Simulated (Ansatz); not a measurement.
Relaxed-ion elastic tensor of KMgF3 (cubic perovskite, space group No. 221) in GPa (Voigt order), LDA in the plane-wave PAW code Ansatz; density 3.35 g/cm³, 11.94 Å³ per atom.

```
 167  45.7  45.7   0.0   0.0   0.0
45.7   167  45.7   0.0   0.0   0.0
45.7  45.7   167   0.0   0.0   0.0
 0.0   0.0   0.0  49.5   0.0   0.0
 0.0   0.0   0.0   0.0  49.5   0.0
 0.0   0.0   0.0   0.0   0.0  49.5
```

Q: Is the crystal mechanically stable?

A: Yes: the smallest eigenvalue of C is 49.5 GPa.

Q: Work out the Voigt, Reuss and Hill averages.

A: K_V = 86.3, K_R = 86.3, K_H = 86.3; G_V = 54.0, G_R = 53.5, G_H = 53.7 GPa.

Q: Give Young's modulus, Poisson's ratio, Pugh's ratio and the universal anisotropy index.

A: E = 9KG/(3K + G) = 134 GPa; ν = 0.24; K/G = 1.60 (brittle by the Pugh limit of 1.75); A_U = 5G_V/G_R + K_V/K_R − 6 = 0.05.

Q: Estimate the sound speeds and the Debye temperature.

A: v_l = √((K + 4G/3)/ρ) = 6870 m/s, v_t = √(G/ρ) = 4010 m/s, mean 4440 m/s; Θ = (h/k)(3n/4πV)^(1/3) v_m = 579 K.

Q: Give the Zener ratio and Young's modulus along [100], [110] and [111].

A: A = 2C44/(C11 − C12) = 0.81; 1/E = S11 − 2(S11 − S12 − S44/2)Γ with Γ = 0, 1/4, 1/3 gives 148, 130, 125 GPa.

Space group Pm-3m (cubic perovskite). The cell was relaxed with LDA under the symmetry of its start; phonons on a q-mesh show no instability.

Potentials: the later of the program's two PAW sets.
